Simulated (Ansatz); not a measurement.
A trial cell of In₃As, before relaxation:

Space group I4/mmm (No. 139). a = 4.552 Å, b = 4.552 Å, c = 9.037 Å, α = 90.00°, β = 90.00°, γ = 90.00°
```csv
atom,site,symmetry,x,y,z
In,4d,-4m2,0.0000,0.5000,0.2500
In,2b,4/mmm,0.5000,0.5000,0.0000
As,2a,4/mmm,0.0000,0.0000,0.0000
```

Level of theory: DFT PBE, scalar-relativistic, plane waves, PAW in Ansatz 0.2.0. Cutoff 420 eV, Gaussian smearing, Γ-centred meshes. Cell and atoms relax first on a coarse mesh and then on a finer one. In between, the cell is made exact in the group found at 0.06 Å. In metals the finer mesh still leaves noise of several meV/atom or more. The steps can't lower the symmetry of their start. No spin polarisation.

A guess keeps its type if space group and coordination stay and the shape of the cell changes little (axis ratios within about 15 %, angles within 6°); the volume may change.

Question: Does it keep its structure type, or change into something else?

Answer: It keeps its type. The symmetry stays I4/mmm (No. 139). The end has the TiAl3 (D0_22) type. The volume per atom grows by 9.7 %, from 23.4 to 25.7 Å³. The shortest distance goes from 3.21 Å (In–As and In–In) to 3.28 Å (In–As and In–In). The ratio c/a of the conventional cell changes by a factor of 0.94. Counting neighbours within 15 % of an atom's shortest distance, the start has As 12, In 12 and the end As 12, In 12.

Formation energies are uncorrected and refer to the elements' standard structures at the same level.

Question: At what energy does it end?

Answer: +0.08 eV/atom. The separate elements lie lower, so it is unstable against them.

The last run used a 14×14×14 mesh for its 4-atom cell and Gaussian smearing of 0.10 eV. The reference form of As is held partly by dispersion forces, which this level lacks. A structure relaxed within its symmetry needn't be a true minimum.
